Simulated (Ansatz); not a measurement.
# Zincblende alloy of GaAs and GaP (4 of 32 As sites exchanged), 64 atoms

Ansatz, PAW, plane waves. PBEsol relaxation of volume and atoms (shape held) at the single k point (¼, ¼, ¼) without its symmetry partners; single points on the relaxed atoms at the single k point (¼, ¼, ¼) without its symmetry partners, onto which points of the small cell's zone fold. Arrangement: quasirandom. No spin–orbit coupling unless named.

Relaxed structure:

```
Ga As P
1.0
    11.26138    0.00000    0.00000
     0.00000   11.26138    0.00000
     0.00000    0.00000   11.26138
Ga As P
32 28 4
Direct
  0.99944 0.00040 0.99991
  0.00261 0.00316 0.50350
  0.99973 0.49948 0.99878
  0.99604 0.49695 0.50311
  0.49939 0.99945 0.99917
  0.50353 0.99699 0.49683
  0.50074 0.50052 0.99979
  0.50304 0.50302 0.50355
  0.24957 0.25001 0.99955
  0.24749 0.24654 0.50346
  0.25118 0.75045 0.99947
  0.24985 0.74952 0.50021
  0.75039 0.24990 0.99940
  0.75346 0.25326 0.50338
  0.75022 0.74939 0.99965
  0.74404 0.75005 0.50011
  0.25026 0.99982 0.25032
  0.24711 0.00310 0.74622
  0.25062 0.49993 0.25172
  0.24995 0.49957 0.75023
  0.74736 0.99657 0.25493
  0.75006 0.99967 0.74987
  0.75014 0.49981 0.25024
  0.75053 0.49983 0.74284
  0.99971 0.24936 0.25042
  0.99919 0.25032 0.74337
  0.99970 0.74983 0.25167
  0.99943 0.74976 0.74956
  0.50019 0.25025 0.25153
  0.50004 0.24935 0.74959
  0.50354 0.75333 0.25368
  0.50367 0.74647 0.74632
  0.12495 0.12469 0.12516
  0.12506 0.62482 0.12503
  0.12403 0.62373 0.62479
  0.62514 0.12371 0.12602
  0.62589 0.12483 0.62391
  0.62510 0.62583 0.12619
  0.37522 0.37499 0.12502
  0.37507 0.37485 0.62481
  0.37610 0.87471 0.12620
  0.37611 0.87489 0.62410
  0.87506 0.37474 0.12501
  0.87406 0.87488 0.12616
  0.87408 0.87470 0.62381
  0.37505 0.12401 0.37630
  0.37389 0.12468 0.87385
  0.37701 0.62588 0.37616
  0.37608 0.62498 0.87357
  0.87481 0.12495 0.37693
  0.87580 0.12582 0.87283
  0.87305 0.62487 0.37705
  0.87374 0.62372 0.87293
  0.12408 0.37393 0.37718
  0.12365 0.37353 0.87288
  0.12485 0.87592 0.37642
  0.12488 0.87585 0.87382
  0.62586 0.37588 0.37713
  0.62605 0.37582 0.87276
  0.62483 0.87382 0.87403
  0.12379 0.12587 0.62510
  0.62626 0.62479 0.62391
  0.87488 0.37488 0.62481
  0.62510 0.87396 0.37639
```

(1) What are the mean bond lengths by pair (pairs within 1.2 times the sum of covalent radii, less contacts 15 % beyond the pair's median; cation–cation pairs of compounds aside; long ionic contacts are cut short by that bound)?

(2) What gap lies between the top filled and the lowest empty level in the single points?

Results:

(1) As–Ga 2.447 ± 0.006 Å (standard deviation, 112 bonds); Ga–P 2.382 ± 0.007 Å (standard deviation, 16 bonds).

(2) r²SCAN 1.79 eV (9.2 s on NVIDIA H100). Away from Γ this isn't the crystal's band gap. An indirect band minimum needn't fold onto Γ of this cell; where it doesn't, these gaps are too wide.
